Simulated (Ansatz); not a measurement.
Relaxed-ion elastic tensor of TiSi (CsCl type, space group No. 221) in GPa (Voigt order), the program Ansatz at the PBEsol level (PAW); density 4.32 g/cm³, 14.59 Å³ per atom.

```
-54.7    231    231    0.0    0.0    0.0
  231  -54.7    231    0.0    0.0    0.0
  231    231  -54.7    0.0    0.0    0.0
  0.0    0.0    0.0   -107    0.0    0.0
  0.0    0.0    0.0    0.0   -107    0.0
  0.0    0.0    0.0    0.0    0.0   -107
```

Task: Is the crystal mechanically stable?

Result: No: the smallest eigenvalue of C is -286 GPa.

Space group Pm-3m (CsCl type). The cell is a constructed one: a structure type filled with these elements; neither database checked (COD, Materials Project) lists it. COD files the formula under space group No. 25, so this cell is another polymorph or a model. Its standing as an ambient phase is unchecked. Symmetry was held in the PBEsol relaxation. At this level the phase is mechanically unstable. No spin polarisation was allowed. As this level gives no gap, shear constants depend on the k-mesh and smearing (Fermi–Dirac, 0.1 eV here). On the denser mesh and wider smearing of the elastic run this cell carries a stress of 0.3 GPa.

Potentials: the later of the program's two PAW sets.
